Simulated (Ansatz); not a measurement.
BaO:
```
CELL_PARAMETERS angstrom
      0.00000     2.74507     2.74507
      2.74507     0.00000     2.74507
      2.74507     2.74507     0.00000
ATOMIC_POSITIONS crystal
  Ba 0.00000 0.00000 0.00000
  O  0.50000 0.50000 0.50000
```

Relaxed with PBEsol.

**Question.** Decompose the optical modes at the zone centre into irreducible representations, and say which are infrared and Raman allowed.

**Answer.** Point group m-3m: Γ_opt = T1u. Infrared: T1u. Raman: none.

**Question.** Assign frequencies (DFPT, PBEsol in the plane-wave PAW code Ansatz; without the LO–TO term).

**Answer.** T1u 75 cm⁻¹.

Space group Fm-3m (rock salt). The PBEsol relaxation kept the symmetry of its start. Spin–orbit coupling is left out wherever it is not named.

Potentials: the earlier of the program's two PAW sets. The files were generated under PBE; for other functionals the program regenerates the frozen cores, and for LDA and PBEsol the local potential too.
